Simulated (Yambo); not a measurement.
BSE-type run in Yambo on Na$_{3}$P (space group P6_3/mmc, No. 194), at zero momentum. PBEsol wavefunctions on a 3×3×2 mesh, a = b = 4.9202 Å, c = 8.7652 Å, α = β = 90.00°, γ = 120.00°.

Yambo input:
```
rim_cut
optics
bse
bss
dipoles
em1s
RandQpts= 1000000
RandGvec= 1 Ry
FFTGvecs= 40 Ry
Chimod= "HARTREE"
BSKmod= "SEX"
BSEmod= "resonant"
BSSmod= "hs"
BSENGexx= 15 Ry
BSENGBlk= 3 Ry
% KfnQP_E
 0.647 | 1.0 | 1.0 |
%
% BSEQptR
 1 | 1 |
%
% BSEBands
 27 | 45 |
%
% BEnRange
 0.0 | 9.6 | eV
%
% BDmRange
 0.15 | 0.15 | eV
%
BEnSteps= 192
% BLongDir
 1.0 | 0.0 | 0.0 |
%
BSHayTrs= -0.02
BSSNEig= 24
WRbsWF
% BndsRnXs
 7 | 100 |
%
NGsBlkXs= 3 Ry
% LongDrXs
 1.0 | 1.0 | 1.0 |
%
```

From the report:

The dimension is k points × valence × conduction bands = 18 × 6 × 13 = 1404.
```
   [SLEPC] Approach                          : Krylov-Schur
   [SLEPC] Number of requested eigenvalues   :  24
   [SLEPC] Number of eigenvalues        [NEV]:  24
    [K] Dimension                                    :  1404
    [K] Bands                                        :   27   45
    [K] Exchange res                                 : yes
    [K] Correlation res                              : yes
    [K] W interaction is bare                        : no
    [K] RL vectors exchange                          :  1245
    [K] RL vectors correlation                       :  123
    [W] Matrix size                                  :  123
    [W] Bands                                        :    7  100
    [W] Coulomb Cutoff                               : none
    [W] Hxc Kernel                                   : HARTREE
```

Geometry of the Materials Project entry, not relaxed at this level.
